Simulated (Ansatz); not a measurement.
# Structures of Zn₂Ga: which is lowest?

Plane-wave DFT in Ansatz with scalar-relativistic PAW potentials, cutoff 420 eV, Γ-centred meshes chosen by cell and gap, Gaussian smearing with energies taken to zero width. Every cell was relaxed (cell and atoms) in a run of its own, within the symmetry of its start. Functional: PBE.

Relaxed structures (starts from databases or built by putting these elements on another compound's sites):
A. Fd-3m, 6 atoms in the computed cell, a = 7.416 Å; sites (symmetry × multiplicity) Zn .-3m × 16, Ga -43m × 8; start: built
B. I4/mmm, 3 atoms in the computed cell, a = 3.651 Å, c = 7.536 Å; sites (symmetry × multiplicity) Zn 4mm × 4, Ga 4/mmm × 2; start: built

**Question.** Rank them by energy. Could pressure change the order?

**Answer.**
| structure | group | E − E(lowest) (meV/atom) | V (Å³/atom) | gap on mesh (eV) |
| --- | --- | --- | --- | --- |
| B | I4/mmm | 0.0 | 16.74 | 0.00 |
| A | Fd-3m | 39 | 16.99 | 0.00 |

B is lowest, 39 meV/atom under A. The lowest is also the densest of these, so pressure wouldn't bring one of the others in at first order. Other structures may lie lower than all of these, and vibrations aren't counted.